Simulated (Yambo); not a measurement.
Yambo run on LiBH₄ (space group P6_3mc, No. 186). The wavefunctions are PBEsol (Quantum ESPRESSO, PseudoDojo norm-conserving, 76 Ry, scalar-relativistic) ones on a 3×3×2 mesh (10 occupied bands); a = b = 4.1800 Å, c = 6.7099 Å, α = β = 90.00°, γ = 120.00°.

Yambo input:

```
rim_cut
gw0
dyson
el_el_corr
HF_and_locXC
cohsex
em1s
RandQpts= 1000000
RandGvec= 1 Ry
EXXRLvcs= 76 Ry
VXCRLvcs= 304 Ry
Chimod= "HARTREE"
% BndsRnXs
 3 | 179 |
%
NGsBlkXs= 8 Ry
% LongDrXs
 1.0 | 1.0 | 1.0 |
%
ExtendOut
% QPkrange
 1 | 1 | 10 | 11 |
 5 | 5 | 11 | 11 |
%
```

k points by index: 1 = Γ, 5 = K.

Table of the .qp output:

```
#    K-point    Band    Eo [eV]    E [eV]    E-Eo [eV]    Vxc [eV]    Vnlxc [eV]    Sc|Eo [eV]    Re(Z)    Im(Z)
#
    1    10    0.000000    -4.232255    -4.232255    -12.66085    -16.77714    -0.115961    1.000000    0.000000
    1    11    6.986768    7.016672    0.029904    -8.638138    -4.167511    -4.440724    1.000000    0.000000
    5    11    6.606134    6.646052    0.039917    -6.778215    -2.757970    -3.980327    1.000000    0.000000
```
(The two width columns are left out.) Convergence of these settings isn't established.

Geometry of the Materials Project entry, not relaxed at this level.

The structure is a Materials Project entry; no match was found in the copy of COD used, and its stability was not checked.
